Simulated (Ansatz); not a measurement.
The elements of this relaxed trial crystal are hidden behind letters.

```
lattice vectors (Å)
  -2.1112    2.1112    5.2885
   2.1112   -2.1112    5.2885
   2.1112    2.1112   -5.2885
fractional positions
X 0.5000 0.5000 0.0000
Z 0.0000 0.0000 0.0000
Z 0.7500 0.2500 0.5000
Z 0.2500 0.7500 0.5000
```

These are results of DFT PBE, scalar-relativistic, plane waves, PAW in Ansatz 0.2.0, not measurements. Cutoff 420 eV, Γ-centred 16×16×16 mesh (4-atom cell), Gaussian smearing of 0.10 eV, no spin polarisation.

- Space group: I4/mmm (No. 139)
- Conventional cell: a = 4.222 Å, c = 10.577 Å
- Volume per atom: 23.57 Å³
- Density: 3.96 g/cm³
- Energy over the elements: −0.41 eV/atom
- Gap on the 16×16×16 mesh of the 4-atom cell: 0 eV (a metal)

Energies are uncorrected and count from the elements' standard states at the same level.

Question: X is a p-block element of period 5 and Z is a p-block element of period 3. Which elements are they?

Answer: X = Sn, Z = Cl, so the formula is SnCl3. Density times volume gives a mean mass of 3.96 × 23.57/1.6605 = 56.2 u per atom, and this set has 56.3 u. Among the elements that the hints allow, noble gases aside, only these give it. Sn has 4 Cl at 2.99 Å and 8 Cl at 3.38 Å; Cl on a site of symmetry 4/mmm has 4 Sn at 2.99 Å and 8 Cl at 3.38 Å; Cl on a site of symmetry -4m2 has 4 Cl at 2.99 Å, 4 Cl at 3.38 Å and 4 Sn at 3.38 Å (long against covalent radii, as for large ions).

Weakly bound directions are ill-defined at this level, which has no dispersion term. An odd number of electrons in the primitive cell allows no gap without spin; a larger cell or a magnetic state could open one. The cell is a metal run without spin; a magnetic state may lie lower. Symmetry constrained the relaxation, so the result can be a saddle point. Another cell of SnCl3 relaxed alike, in Pm-3m, lies 0.48 eV/atom lower, so this cell isn't the stable form at this level.
